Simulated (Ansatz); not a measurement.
CdBr$_{2}$:
```cif
data_Br6Cd3
_chemical_formula_sum 'Cd3 Br6'
_space_group_name_H-M_alt 'R-3m :H'
_space_group_IT_number 166
_space_group_name_Hall '-R 3 2"'
_cell_length_a 3.99646
_cell_length_b 3.99646
_cell_length_c 19.08177
_cell_angle_alpha 90.000
_cell_angle_beta 90.000
_cell_angle_gamma 120.000
loop_
_atom_site_label
_atom_site_type_symbol
_atom_site_symmetry_multiplicity
_atom_site_Wyckoff_symbol
_atom_site_fract_x
_atom_site_fract_y
_atom_site_fract_z
_atom_site_occupancy
Cd1 Cd 3 a 0.00000 0.00000 0.00000 1
Br1 Br 6 c 0.00000 0.00000 0.25146 1
```
(The calculation used a cell of 3 atoms; values per cell refer to that cell.)

Relaxed with r²SCAN+D4. DFT-r²SCAN+D4 in the program Ansatz with PAW potentials gives a gap of 3.46 eV.

Task: What gap does HSE06 give on the same cell (Ansatz, PAW)?

Result: 4.03 eV, 0.57 eV more. The hybrid was solved on a coarser mesh and at special points; its gap is the smallest among all of these.

Cost on shared cores: the r²SCAN+D4 run (SCF on a 8×8×8 mesh, then bands and DOS) very roughly 60 core-seconds, the HSE06 run (SCF on 6×6×6, then a few points) around 3 core-minutes (rough); the tasks are unlike.

The workflow started from a Materials Project entry (that database holds measured and hypothetical structures alike); the Crystallography Open Database files this formula in space group No. 166, but the cells were not matched. Whether it is the stable phase at ambient conditions was not checked. The r²SCAN+D4 relaxation kept the symmetry of its start; its stability against distortions is not shown here. Scalar-relativistic: spin–orbit coupling is off unless named, which matters more the heavier the elements.

Potentials: the later of the program's two PAW sets.
